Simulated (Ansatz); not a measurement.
KBr (rock salt)

```
KBr
1.0
    0.00000     3.30411     3.30411
    3.30411     0.00000     3.30411
    3.30411     3.30411     0.00000
Br K
1 1
Direct
  0.00000   0.00000   0.00000
  0.50000   0.50000   0.50000
```

The slice is a {110} plane (indices of the conventional cell) through the point (0.000, 0.000, 0.000) (fractional), spanned by u = [100] and v = [1 -1 -1] in vectors of this cell: u (4.67 Å) and v (6.61 Å, at 90° to u). It covers one period; positions are fractions (u, v).

All values below come from r2SCAN (plane waves to 500 eV, PAW, scalar-relativistic; Ansatz, a quantum-chemistry and plane-wave program). k mesh 9×9×9. Inside the PAW spheres the values are not all-electron values, and peaks at nuclei hang on which shells count as valence. KBr was relaxed with its symmetry unable to fall.

Q: What is the valence density on the shortest Br–K line in this plane (3.30 Å), at its minimum between the atoms?

A: 0.07 e/Å³.

Q: What is the ELF at the density minimum of the shortest Br–K line in this plane (3.30 Å)?

A: 0.0.

Q: Sketch the electron localisation function (ELF) on this plane as a map.

A: 
```
|xx#@@%+.  .+%@@#x|
|*#@@@#+.  .+#@@@#|
|@@@@%#=    =#%@@@|
|@@@%#+:    :+#%@@|
|###*=:      :=*##|
|....          ...|
|                 |
|+=:            :=|
|@@%+.        .+%@|
|@@@%=        =%@@|
|xx@@*        *@@x|
|xx@@*.      .*@@x|
|xx@@*        *@@x|
|@@@%=        =%@@|
|@@%+.        .+%@|
|+=:            :=|
|                 |
|....          ...|
|###*=:      :=*##|
|@@@%#+:    :+#%@@|
|@@@@%#=    =#%@@@|
|*#@@@#+.  .+#@@@#|
|xx#@@%+.  .+%@@#x|
|xx*@@%*.  .*%@@*x|
```
Scale: ten equal steps from 0.00 (start of ' ') to 0.88 (end of '@'), in the order ' .:-=+*#%@'. Values: electron localisation function (ELF). The map has 17 points along u (one character each, u = 0 at the left) and 24 along v (v = 0 in the bottom row). Points within 0.5 Å of a nucleus are blanked (x), as the pseudised field means little there.
